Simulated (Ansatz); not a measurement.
Here is the system:

AlNi:
```yaml
crystal:
  lattice:
    - [1.32498, -4.64057, 0.00000]
    - [1.32498, 4.64057, 0.00000]
    - [0.00000, 0.00000, 3.96614]
  atoms:
    - { symbol: Al, position: [0.65450, 0.34550, 0.25000] }
    - { symbol: Ni, position: [0.92115, 0.07885, 0.25000] }
    - { symbol: Al, position: [0.34550, 0.65450, 0.75000] }
    - { symbol: Ni, position: [0.07885, 0.92115, 0.75000] }
```

This is the PBEsol-relaxed structure.

**Question.** All from plane-wave PAW PBEsol (Ansatz code), unless another level is named. Predict the formation energy from the elements (no fitted shifts).

**Answer.** -0.50 eV/atom.

**Question.** Next, the density of states at the Fermi level?

**Answer.** 0.49 states/eV per atom (mean over ±0.08 eV).

Space group Cmcm. The start of the workflow was typed in or built on a structure type; neither database checked (COD, Materials Project) lists it. It is not the phase usual at ambient conditions (space group No. 221). The cell was relaxed with PBEsol under the symmetry of its start; whether a distortion lowers the energy is not shown. The workflow began spin-polarised and lost its moments. The references are the lowest solids computed at this level, not always the standard phases.

Potentials: the later of the program's two PAW sets.
